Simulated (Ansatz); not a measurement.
Ti3SiPd2: rattling a relaxed structure

The structure comes from a generated guess, relaxed at this level; another structure or a mixture of phases may lie lower.

The calculation used DFT PBE, scalar-relativistic, plane waves, PAW in Ansatz. Plane waves to 420 eV, a k mesh through Γ of 12×12×4 on the computed 6-atom cell and Gaussian smearing (0.10 eV); no spin polarisation.

The cell below (6 atoms, space group P4/mmm (No. 123)) is relaxed within its symmetry.

```xyz
6
Lattice="2.8219 0.0000 0.0000 0.0000 2.8219 0.0000 0.0000 0.0000 11.4462" Properties=species:S:1:pos:R:3 pbc="T T T"
Ti    1.4110    1.4110    1.7992
Ti    1.4110    1.4110    5.7231
Ti    1.4110    1.4110    9.6470
Si    0.0000    0.0000    0.0000
Pd    0.0000    0.0000    3.8098
Pd    0.0000    0.0000    7.6364
```

For the test a repeat of it with 12 atoms (edges 2.82, 5.64, 11.45 Å) was strained at random (σ = 1.5 % a component), the atoms were moved at random (σ = 0.15 Å), and all was relaxed again on a coarse 8×4×2 mesh (in the run’s order of axes) with 0.20 eV smearing, with no symmetry imposed.

Q: Is the structure stable against such a distortion?

A: It returns, within 1 meV/atom of the unmoved cell on that mesh and with the same symmetry when read at 0.1 Å (Cmmm at 0.01 Å, so small strains and shifts remain). No instability shows in this cell; modes of other wave vectors, which need another repeat, aren't tested.
